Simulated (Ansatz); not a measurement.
C:
Space group Fd-3m, origin choice 1 (No. 227); a = 3.554 Å, b = 3.554 Å, c = 3.554 Å, α = 90.00°, β = 90.00°, γ = 90.00°

```csv
atom,site,symmetry,x,y,z
C,8a,-43m,0.0000,0.0000,0.0000
```
(The calculation used a cell of 2 atoms; values per cell refer to that cell.)

Relaxed with PBEsol.

Q: Give the optical modes at the zone centre with their infrared activity from DFPT, the program Ansatz at the PBEsol level (PAW).

A: Transverse frequencies, without the LO–TO term; a row sums one degenerate level.

```csv
ω (cm⁻¹),degeneracy,IR ((D/Å)²/amu),activity,symmetry
1305,3,0.00,IR-inactive,T2g
```

The cell was relaxed with PBEsol under the symmetry of its start.

Potentials: the earlier of the program's two PAW sets. The files were generated under PBE; for other functionals the program regenerates the frozen cores, and for LDA and PBEsol the local potential too.
